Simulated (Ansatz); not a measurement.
The start is a generated trial cell of Pb in the beta-Sn structure type. The structure is fully relaxed (lattice and positions, P = 0) with PBE (plane waves to 420 eV, PAW, scalar-relativistic; Ansatz, a first-principles code). The first steps use a coarse 11×11×11 k-mesh.

The start:
```
Pb
1.0
   -3.07853     3.07853     1.67968
    3.07853    -3.07853     1.67968
    3.07853     3.07853    -1.67968
Pb
2
Direct
  0.75000   0.25000   0.50000
  0.00000   0.00000   0.00000
```

How much energy is released per atom?

0.01 eV/atom.

How do the shortest distances between atoms change?

The closest pairs of elements (up to four, under 3.6 Å), start → end: Pb–Pb 3.19 → 3.25 Å.

Is the relaxed structure metallic? Give its gap.

No gap (metallic).

Write out the relaxed structure.


```cif
data_Pb4
_chemical_formula_sum 'Pb4'
_space_group_name_H-M_alt 'I41/amd :1'
_space_group_IT_number 141
_space_group_name_Hall 'I 4bw 2bw -1bw'
_cell_length_a 6.28758
_cell_length_b 6.28758
_cell_length_c 3.36717
_cell_angle_alpha 90.000
_cell_angle_beta 90.000
_cell_angle_gamma 90.000
loop_
_atom_site_label
_atom_site_type_symbol
_atom_site_symmetry_multiplicity
_atom_site_Wyckoff_symbol
_atom_site_fract_x
_atom_site_fract_y
_atom_site_fract_z
_atom_site_occupancy
Pb1 Pb 4 a 0.00000 0.00000 0.00000 1
```
(The calculation used a cell of 2 atoms; values per cell refer to that cell.)

The space group stays I4₁/amd (No. 141) (the run could not lower it); the end is AFLOW prototype A_tI4_141_a (A5, as in Sn), with 2 atoms in the primitive cell. Final values are on a 16×16×16 k-mesh of the relaxed cell. No spin polarisation in the result.

The run could not lose the symmetry of its start, so the end can be a saddle point.

All atoms sit on sites fixed by symmetry, so only the cell could relax.

The relaxed structure here is a generated cell of Pb: the first start was made by placing the elements on the sites of a structure type, and the end was not matched to a known phase here, so it may be hypothetical. Known forms of Pb include space group No. 225.
